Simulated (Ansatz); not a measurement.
Na (diamond, Fd-3m) at seven volumes, PBEsol (plane waves, PAW; program Ansatz), scaled uniformly. One row is withheld.

```json
[
 {"V (Å³/atom)": "47.708", "P (GPa)": "0.35"},
 {"V (Å³/atom)": "49.281", "P (GPa)": "0.22"},
 {"V (Å³/atom)": "50.854", "P (GPa)": "0.10"},
 {"V (Å³/atom)": "52.426", "P (GPa)": "0.00"},
 {"V (Å³/atom)": "53.999", "P (GPa)": "-0.09"},
 {"V (Å³/atom)": "55.572", "P (GPa)": "-0.17"},
 {"V (Å³/atom)": "57.145", "P (GPa)": "?"}
]
```

**Question.** Fit the shown pressures and predict the withheld one.

**Answer.** P = (3/2)B₀(x^(7/2) − x^(5/2))[1 + (3/4)(B′ − 4)(x − 1)] with x = (V₀/V)^(2/3). Least squares on the six rows gives V₀ = 52.420 Å³/atom, B₀ = 3.2 GPa, B′ = 3.25. At V = 57.145, x = 0.9441 and P = -0.24 GPa. The run itself gave -0.23 GPa.

The start of the workflow was typed in or built on a structure type; neither database checked (COD, Materials Project) lists it. It is not the phase usual at ambient conditions (space group No. 229). Symmetry was held in the PBEsol relaxation. At this level the phase is mechanically unstable.

Potentials: the later of the program's two PAW sets.
